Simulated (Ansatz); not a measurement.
The guess for BiAsSe was made by a generator: random cell by space group and Wyckoff sites (P4/mmm, No. 123). The dimensions are guesses.

```yaml
crystal:
  lattice:
    - [4.16604, 0.00000, 0.00000]
    - [0.00000, 4.16604, 0.00000]
    - [0.00000, 0.00000, 5.91241]
  atoms:
    - { symbol: Bi, position: [0.00000, 0.00000, 0.50000] }
    - { symbol: As, position: [0.00000, 0.00000, 0.00000] }
    - { symbol: Se, position: [0.50000, 0.50000, 0.50000] }
```

All numbers below come from Ansatz, DFT PBE, scalar-relativistic, plane waves, PAW. Cutoff 420 eV, Gaussian smearing, Γ-centred meshes. Cell and atoms relax first on a coarse mesh and then on a finer one. In between, the cell is made exact in the group found at 0.06 Å. In metals the finer mesh still leaves noise of several meV/atom or more. The steps can't lower the symmetry of their start. No spin polarisation.

A guess keeps its type if space group and coordination stay and the shape of the cell changes little (axis ratios within about 15 %, angles within 6°); the volume may change.

Q: Will the relaxed cell still be of the starting type?

A: It keeps its type. The symmetry stays P4/mmm (No. 123). The volume per atom shrinks by 5.6 %, from 34.2 to 32.3 Å³. The shortest distance goes from 2.95 Å (Bi–Se) to 2.89 Å (Bi–Se). The ratio c/a of the conventional cell changes by a factor of 1.00. Counting neighbours within 15 % of an atom's shortest distance, the start has As 2, Bi 6, Se 4 and the end As 2, Bi 6, Se 4.

Formation energies are uncorrected and refer to the elements' standard structures at the same level.

Q: At what energy does it end?

A: +0.50 eV/atom. It can't be a ground state, since the elements alone are lower.

The last run used a 12×12×8 mesh (in the run's order of axes) for its 3-atom cell and Gaussian smearing of 0.10 eV. These runs have no spin–orbit coupling, which can matter for Bi. The reference forms of As and Se are held partly by dispersion forces, which this level lacks. A structure relaxed within its symmetry needn't be a true minimum. Another cell of BiAsSe relaxed alike, in P4mm, lies 0.43 eV/atom lower, so this cell isn't the stable form at this level.
